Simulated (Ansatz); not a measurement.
In plane-wave PAW PBEsol (Ansatz code), SiGe in the orthorhombic phase (Pmma; Si on 2e, Si on 2f, Ge on 2e, Ge on 2f) relaxes to a = 3.925 Å, b = 3.922 Å, c = 11.082 Å. Si on 2e has 4 nearest neighbours from 2.37 Å (tetrahedral); Si on 2f has 4 nearest neighbours from 2.37 Å (tetrahedral); Ge on 2e has 4 nearest neighbours from 2.40 Å (tetrahedral); Ge on 2f has 4 nearest neighbours from 2.43 Å (tetrahedral). Its formation energy from the elements is 0.013 eV/atom, with no fitted shifts.

It is gapped at this level: 0.25 eV (indirect). HSE06 on the same cell gives 0.90 eV. Gap from PBEsol with spin–orbit coupling: 0.20 eV. Electrons at the band edge weigh 0.14, 0.27, 4.1 mₑ (principal values). The hole mass is 0.061, 0.24, 2.1 mₑ (principal values).

The bulk modulus is 80.9 GPa. The elastic constants imply a Debye temperature near 449 K. Without the LO–TO term the highest mode at Γ lies at 480 cm⁻¹.

The start of the workflow was typed in or built on a structure type; neither database checked (COD, Materials Project) lists it. Whether it is the stable phase at ambient conditions was not checked. The cell was relaxed with PBEsol under the symmetry of its start; whether a distortion lowers the energy is not shown. The references are the lowest solids computed at this level, not always the standard phases. Scalar-relativistic: spin–orbit coupling is off unless named, which matters more the heavier the elements.

Potentials: the later of the program's two PAW sets.
